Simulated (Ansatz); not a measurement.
IrO₂ (rutile)

```yaml
crystal:
  lattice:
    - [4.47186, 0.00000, 0.00000]
    - [0.00000, 4.47186, 0.00000]
    - [0.00000, 0.00000, 3.15377]
  atoms:
    - { symbol: Ir, position: [0.00000, 0.00000, 0.00000] }
    - { symbol: Ir, position: [0.50000, 0.50000, 0.50000] }
    - { symbol: O, position: [0.30880, 0.30880, 0.00000] }
    - { symbol: O, position: [0.80880, 0.19120, 0.50000] }
    - { symbol: O, position: [0.19120, 0.80880, 0.50000] }
    - { symbol: O, position: [0.69120, 0.69120, 0.00000] }
```

The slice is a (-1 1 0) plane (indices of the conventional cell) through the point (0.191, 0.809, 0.500) (fractional), spanned by u = [001] and v = [110] in vectors of this cell: u (3.15 Å) and v (6.32 Å, at 90° to u). It covers one period; positions are fractions (u, v).

The numbers are results of PBEsol (plane waves to 420 eV, PAW, scalar-relativistic; Ansatz, a program for electronic structure), not measurements. k mesh 11×11×15. These are valence fields of a PAW run, semicore shells included where kept as valence: close to a nucleus they are smooth pseudo fields. IrO2 is run without spin polarisation and with no Hubbard U. IrO2 was relaxed with its symmetry unable to fall. Spin-orbit coupling is left out, though Ir is heavy. The PAW data are Ansatz's earlier set.

Problem. Predict the map of the valence electron density on the slice.

Solution. 
```
|@@%%##++----------++##%%|
|####++==----------==++##|
|++==--::::::::::::::--==|
|::::::..............::::|
|          ......        |
|          ......        |
|          ......        |
|::......................|
|----::..............::--|
|====--::..........::--==|
|**++==--....  ....--==++|
|**++==--::..  ..::--==++|
|**++==--....  ....--==++|
|====--::..........::--==|
|----::..............::--|
|::......................|
|          ......        |
|          ......        |
|          ......        |
|::::::..............::::|
|++==--::::::::::::::--==|
|####++==----------==++##|
|@@%%##++----------++##%%|
|@@@@##++==------==++##@@|
```
Scale: ten equal steps from -1.35 (start of ' ') to 0.94 (end of '@'), in the order ' .:-=+*#%@'. Values: log₁₀ of the valence density in e/Å³. The map has 12 points along u (two characters each, u = 0 at the left) and 24 along v (v = 0 in the bottom row). The scale is logarithmic, as a density can span decades between atoms and voids.
